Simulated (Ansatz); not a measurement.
RuC:
```xyz
4
Lattice="1.3632 0.7870 6.2056 -1.3632 0.7870 6.2056 0.0000 -1.5741 6.2056" Properties=species:S:1:pos:R:3 pbc="T T T"
Ru     0.0000     0.0000     4.2520
Ru     0.0000     0.0000    14.3647
C      0.0000     0.0000     0.6937
C      0.0000     0.0000    17.9230
```

Relaxed with LDA. Special points in fractions of this cell's reciprocal vectors: Γ (0.000, 0.000, 0.000); T (0.500, 0.500, 0.500); H2 (0.823, 0.177, 0.500); H0 (0.500, -0.177, 0.177); L (0.500, 0.000, 0.000); S0 (0.339, -0.339, 0.000); S2 (0.661, 0.000, 0.339); F (0.500, 0.000, 0.500).

Task: List the band energies nearest the Fermi level at these points for LDA in the plane-wave PAW code Ansatz.

Result: In eV from the Fermi level; about four levels below and three above (degenerate sets whole), none deeper than 8.9 eV; … stands for higher levels left out; points with the same levels are listed once.

```
k                           below           above
--  -----------------------------  --------------
Γ   -1.65 -1.65 -1.01 -0.71 -0.71     2.21 2.21 …
T         -1.93 -1.93 -0.43 -0.43     2.49 2.49 …
H2        -3.96 -2.76 -2.68 -2.00  0.31 0.84 2.46
L         -4.01 -3.31 -2.55 -2.16  0.53 0.77 1.06
S0        -3.95 -2.74 -2.63 -1.99  0.50 0.67 2.50
F         -3.04 -2.21 -1.84 -1.35  0.51 1.06 1.65
```

Space group R-3m. The workflow started from a Materials Project entry (that database holds measured and hypothetical structures alike); the Crystallography Open Database copy checked does not list it. Its standing as an ambient phase is unchecked. The cell was relaxed with LDA under the symmetry of its start; whether a distortion lowers the energy is not shown. The run is not spin-polarised. Its formation energy is positive at this level, so the cell may be metastable or incomplete. Scalar-relativistic: spin–orbit coupling is off unless named, which matters more the heavier the elements.

Potentials: the later of the program's two PAW sets.
